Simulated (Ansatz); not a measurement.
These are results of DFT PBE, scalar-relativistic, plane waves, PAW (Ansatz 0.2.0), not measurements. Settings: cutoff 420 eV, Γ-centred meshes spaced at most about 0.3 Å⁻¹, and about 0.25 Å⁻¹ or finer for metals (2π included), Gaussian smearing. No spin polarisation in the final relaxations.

These are static total energies at zero pressure.

Two forms of Sn₃As were relaxed alike.

A. Space group Pm-3m (No. 221), cubic, a = 4.695 Å. Sn is surrounded by 4 As at 3.32 Å and 8 Sn at 3.32 Å; As has 12 Sn at 3.32 Å.

B. Space group Fm-3m (No. 225), cubic, a = 7.415 Å. Around Sn on a site of symmetry m-3m lie 8 Sn at 3.21 Å and 6 As at 3.71 Å; Sn on a site of symmetry -43m has 4 As at 3.21 Å, 4 Sn at 3.21 Å and 6 Sn at 3.71 Å; around As lie 8 Sn at 3.21 Å and 6 Sn at 3.71 Å.

Question: Which is lower in energy, and by how much?

Answer: A is lower, by 20 meV/atom. A has the Cu3Au (L1_2) type, space group Pm-3m (No. 221), 25.9 Å³/atom and no gap on its mesh; B has the BiF3 (D0_3) type, space group Fm-3m (No. 225), 25.5 Å³/atom and no gap. Counting Sn atoms around As (those within 1.25 times the shortest such distance or 1.15 times the sum of covalent radii, 1.27 where that leaves under three; a plus sign parts nearer from farther groups; the shortest distance is added where it exceeds 1.18 times the sum of covalent radii), A has As 12 from 3.3 Å and B has As 8+6 from 3.2 Å. Even the lower one lies +0.14 eV/atom against the reference forms of the elements (uncorrected), so neither is stable at this level. Both come from invented guesses. A third cell relaxed alike, in Im-3m, lies 95 meV/atom below the lower of the two.

In Pm-3m, Fm-3m an odd number of electrons in the primitive cell allows no gap without spin; a larger cell or a magnetic state could open one. A magnetic state wasn't ruled out in cells without spin, among them Pm-3m, Fm-3m. Cells relaxed within their symmetry can be saddle points.
